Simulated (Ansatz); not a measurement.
Consider the following.

Relaxed InP (zinc blende):

```yaml
crystal:
  lattice:
    - [0.00000, 5.95953, 5.95953]
    - [2.97977, 2.97977, 5.95953]
    - [2.97977, 2.97977, 0.00000]
  atoms:
    - { symbol: P, position: [0.00000, 0.75000, 0.75000] }
    - { symbol: P, position: [0.50000, 0.75000, 0.75000] }
    - { symbol: In, position: [0.00000, 0.00000, 0.00000] }
    - { symbol: In, position: [0.50000, 0.00000, 0.00000] }
```

The atoms are displaced by Q × the pattern below (from a DFPT mode at X = (0.5, 0.5, 0.0), largest move 1; Q in Å), at fixed cell. It is one choice among 2 degenerate patterns. (q is in reciprocal vectors of the primitive cell; the cell shown is doubled to hold the pattern.)

```
atom       x       y      z
----  ------  ------  -----
P1    -0.727   0.000  0.000
P2     0.727   0.000  0.000
In3    0.000  -1.000  0.000
In4    0.000   1.000  0.000
```

All values below come from PBE (plane waves to 420 eV, PAW, scalar-relativistic; Ansatz, a program for electronic structure). k mesh 10×10×10 (Γ-centred), Fermi-Dirac smearing 0.05 eV. Energies are smeared free energies. InP was relaxed with its symmetry unable to fall. The zero of ΔE is the undisplaced structure.

The scan covers Q from -0.100 to 0.100 Å in 13 points.

Problem. Which space group does the distorted structure have?

Solution. C222_1 (No. 20), lowered from F-43m.

Problem. What is the energy change at Q = 0.100 Å?

Solution. 21.2 meV/cell.

Problem. What harmonic wavenumber does the curvature at Q = 0 give?

Solution. 66 cm⁻¹.

(A displaced cell: forces are minus the slopes of the energy, force constants its curvatures, and phonons follow from these.)
